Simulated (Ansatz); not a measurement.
YSiNi₄:
```
CELL_PARAMETERS angstrom
      2.51534    -4.05888     0.00000
      2.51534     4.05888     0.00000
      0.00000     0.00000     3.91161
ATOMIC_POSITIONS crystal
  Y  0.00000 0.00000 0.00000
  Si 0.50000 0.50000 0.50000
  Ni 0.34171 0.65829 0.00000
  Ni 0.65829 0.34171 0.00000
  Ni 0.50000 0.00000 0.50000
  Ni 0.00000 0.50000 0.50000
```

Relaxed with r²SCAN. Special points in fractions of this cell's reciprocal vectors: Γ (0.000, 0.000, 0.000); Y (-0.500, 0.500, 0.000); C0 (-0.346, 0.654, 0.000); Σ0 (0.346, 0.346, 0.000); Z (0.000, 0.000, 0.500); A0 (0.346, 0.346, 0.500); E0 (-0.346, 0.654, 0.500); T (-0.500, 0.500, 0.500); S (0.000, 0.500, 0.000); R (0.000, 0.500, 0.500).

Problem. List the band energies nearest the Fermi level at these points for r²SCAN in the plane-wave PAW code Ansatz.

Solution. In eV from the Fermi level; about four levels below and three above (degenerate sets whole), none deeper than 8.9 eV; points with the same levels are listed once.

```tsv
k	below	above
Γ	-0.46 -0.35 -0.13 -0.12	0.20 0.89 1.72
Y	-1.17 -0.94 -0.79 -0.08	0.65 0.88 1.99
C0	-1.08 -0.89 -0.88 -0.72	1.16 1.90 1.92
Z	-0.63 -0.62 -0.30 -0.14	0.07 0.90 3.83
A0	-0.90 -0.78 -0.64 -0.24	0.02 0.48 2.49
T	-0.71 -0.68 -0.27 -0.16	0.68 0.76 1.20
S	-0.98 -0.97 -0.72 -0.47	1.25 2.28 3.17
R	-0.98 -0.95 -0.65 -0.61	0.69 1.02 1.75
```

Space group Cmmm. The first step of the workflow began from a Materials Project structure, measured or hypothetical; the Crystallography Open Database copy checked does not list it. Its standing as an ambient phase is unchecked. The cell was relaxed with r²SCAN under the symmetry of its start; whether a distortion lowers the energy is not shown. No spin polarisation was allowed. Scalar-relativistic: spin–orbit coupling is off unless named, which matters more the heavier the elements.

Potentials: the earlier of the program's two PAW sets.
